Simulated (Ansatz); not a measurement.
# Si7Ge (P-43m), random displacements

All numbers below come from DFT r2SCAN, scalar-relativistic, plane waves, PAW in Ansatz 0.2.0. Cutoff 500 eV, Γ-centred 6×6×6 k-points, Gaussian smearing of 0.05 eV. No spin polarisation. Energies are free energies at this smearing, counted from the undisturbed cell; pressure is positive in compression.

The undisturbed cell (as given, not relaxed at this level, and it needn't be the usual structure):

```
Si Ge
1.0
     5.46540    0.00000    0.00000
     0.00000    5.46540    0.00000
     0.00000    0.00000    5.46540
Si Ge
7 1
Direct
  0.25262 0.25262 0.25262
  0.00000 0.50000 0.50000
  0.50000 0.50000 0.00000
  0.50000 0.00000 0.50000
  0.74738 0.25262 0.74738
  0.74738 0.74738 0.25262
  0.25262 0.74738 0.74738
  0.00000 0.00000 0.00000
```

The atoms are displaced (Å, in the unstrained cell):

```csv
atom,ux,uy,uz
Si1,-0.012,-0.141,-0.070
Si2,0.106,-0.017,0.496
Si3,-0.008,-0.028,-0.081
Si4,0.204,0.036,0.025
Si5,0.194,0.269,0.075
Si6,-0.406,0.099,-0.004
Si7,0.183,-0.307,-0.212
Ge8,-0.261,0.089,-0.230
```

Strain (Voigt, engineering shear): (0.0239, 0.0257, -0.0412, -0.0278, 0.0261, -0.0218).

(1) What are the energy change, the stress and the forces?

## Answers

(1) ΔE = 880.2 meV/atom; stress (xx, yy, zz, yz, xz, xy; compression positive) (14.33, 12.41, 9.43, 1.33, -2.81, 6.65) GPa.
| atom | Fx (eV/Å) | Fy | Fz |
| --- | --- | --- | --- |
| Si1 | -0.35 | 0.13 | 0.64 |
| Si2 | -0.07 | 0.80 | -9.02 |
| Si3 | -1.12 | -0.77 | 1.91 |
| Si4 | -3.31 | 3.45 | 2.68 |
| Si5 | -6.29 | -4.54 | 1.83 |
| Si6 | 4.36 | -2.58 | -2.85 |
| Si7 | 4.52 | 6.49 | 2.25 |
| Ge8 | 2.26 | -2.99 | 2.56 |

Cost: 1 run of about 3.5 core-minutes, on Intel Xeon Processor @ 2.50GHz (Skylake/Cascade Lake) (shared hosts).